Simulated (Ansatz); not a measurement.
Trial structure of Na2Rh, not yet relaxed:

```cif
data_structure
_symmetry_space_group_name_H-M 'P-3m1'
_symmetry_Int_Tables_number 164
_cell_length_a 3.5498
_cell_length_b 3.5498
_cell_length_c 8.1905
_cell_angle_alpha 90.000
_cell_angle_beta 90.000
_cell_angle_gamma 120.000
_cell_volume 89.38
loop_
_atom_site_label
_atom_site_type_symbol
_atom_site_symmetry_multiplicity
_atom_site_Wyckoff_symbol
_atom_site_fract_x
_atom_site_fract_y
_atom_site_fract_z
_atom_site_occupancy
Na1 Na 2 d 0.66667 0.33333 0.68977 1
Rh1 Rh 1 a 0.00000 0.00000 0.00000 1
```

Theory: DFT PBE, scalar-relativistic, plane waves, PAW in Ansatz 0.2.0. Plane waves to 420 eV, a k mesh through Γ of 6×6×2 on the computed 3-atom cell and Gaussian smearing (0.10 eV); no spin polarisation.

Energies over the elements count from the elements' standard structures at the same level, with no fitted energy shifts.

**Question.** Estimate its pressure, forces and energy as it stands.

**Answer.** The pressure is -6.1 GPa (the mean over three directions, positive in compression), the largest force is 0.66 eV/Å, and the energy is +0.72 eV/atom against the elements. The shortest distance is 3.26 Å.

**Question.** Is it a good guess?

**Answer.** A rough one: relaxing gains about 0.36 eV/atom (the start's value is from the coarse mesh, so the gain is rough) in 13 ionic steps and ends at +0.36 eV/atom on the finer mesh. The symmetry stays P-3m1 (No. 164). The volume per atom shrinks by 32.1 %, from 29.8 to 20.2 Å³. The shortest distance goes from 3.26 Å (Na–Rh) to 2.93 Å (Na–Rh). The ratio c/a of the conventional cell changes by a factor of 1.21. Conventional cell: a = 2.929 Å, c = 8.167 Å. Around Na lie 3 Rh at 2.93 Å and 6 Na at 2.93 Å; Rh is surrounded by 6 Na at 2.93 Å and 6 Rh at 2.93 Å.

The last run used collinear spin, an 18×18×6 mesh (in the run's order of axes) for its 3-atom cell and Gaussian smearing of 0.10 eV. The magnetic state reached may not be the lowest. The relaxation can't lower the symmetry of the start, and the grade says only how near the guess is to its own end. Symmetry constrained the relaxation, so the result can be a saddle point.
